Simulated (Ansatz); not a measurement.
HfSi:
```xyz
2
Lattice="3.2507 0.0000 0.0000 0.0000 3.2507 0.0000 0.0000 0.0000 3.2507" Properties=species:S:1:pos:R:3 pbc="T T T"
Hf     0.0000     0.0000     0.0000
Si     1.6254     1.6254     1.6254
```

Relaxed with PBEsol. Special points in fractions of this cell's reciprocal vectors: Γ (0.000, 0.000, 0.000); X (0.000, 0.500, 0.000); M (0.500, 0.500, 0.000); R (0.500, 0.500, 0.500).

Problem. List the band energies nearest the Fermi level at these points for PBEsol with spin–orbit coupling (plane waves, PAW; program Ansatz).

Solution. In eV from the Fermi level; about four levels below and three above (degenerate sets whole), none deeper than 8.9 eV; points with the same levels are listed once.

| k | below | above |
|---|---|---|
| Γ | -1.94 -1.94 -1.94 -1.94 | 1.67 1.67 2.18 2.18 2.18 2.18 |
| X | -0.56 -0.56 -0.40 -0.40 | 4.45 4.45 5.24 5.24 |
| M | -2.76 -2.76 -2.22 -2.22 | 1.31 1.31 1.47 1.47 |
| R | -4.66 -4.66 -4.31 -4.31 | 2.38 2.38 3.92 3.92 3.92 3.92 |

Space group Pm-3m (CsCl type). The cell is a constructed one: a structure type filled with these elements; neither database checked (COD, Materials Project) lists it. COD files the formula under space group No. 62. Its standing as an ambient phase is unchecked. Symmetry was held in the PBEsol relaxation. At this level the phase is mechanically unstable. No spin polarisation was allowed.

Potentials: the earlier of the program's two PAW sets. The files were generated under PBE; for other functionals the program regenerates the frozen cores, and for LDA and PBEsol the local potential too.
